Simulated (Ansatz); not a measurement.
TiAl₃:
```yaml
crystal:
  lattice:
    - [3.95517, 0.00000, 0.00000]
    - [0.00000, 3.95517, 0.00000]
    - [0.00000, 0.00000, 3.95517]
  atoms:
    - { symbol: Ti, position: [0.00000, 0.00000, 0.00000] }
    - { symbol: Al, position: [0.50000, 0.50000, 0.00000] }
    - { symbol: Al, position: [0.00000, 0.50000, 0.50000] }
    - { symbol: Al, position: [0.50000, 0.00000, 0.50000] }
```

Relaxed with r²SCAN. Special points in fractions of this cell's reciprocal vectors: Γ (0.000, 0.000, 0.000); X (0.000, 0.500, 0.000); M (0.500, 0.500, 0.000); R (0.500, 0.500, 0.500).

Task: List the band energies nearest the Fermi level at these points for DFT-r²SCAN in the program Ansatz with PAW potentials.

Result: In eV from the Fermi level; about four levels below and three above (degenerate sets whole), none deeper than 8.9 eV; points with the same levels are listed once.

```tsv
k	below	above
Γ	-3.23 -3.23 -2.41 -2.41 -2.41	0.11 0.11 0.11
X	-8.54 -2.48 -2.48 -2.32	0.38 0.66 0.66
M	-6.55 -6.55 -5.45 -1.39 -1.39	0.61 1.06 1.08
R	-5.42 -5.42 -5.42 -3.90 -3.90 -3.90	0.20 1.44 1.44
```

Space group Pm-3m (Cu3Au type). The first step of the workflow began from a Materials Project structure, measured or hypothetical; the Crystallography Open Database copy checked does not list it. With Ti and Al taken as one species the cell has the higher symmetry Fm-3m, so it may be an ordered model of a mixed-site phase. Whether it is the stable phase at ambient conditions was not checked. The cell was relaxed with r²SCAN under the symmetry of its start; of distortions, only those at the zone centre were tested. The run is not spin-polarised.

Potentials: the earlier of the program's two PAW sets.
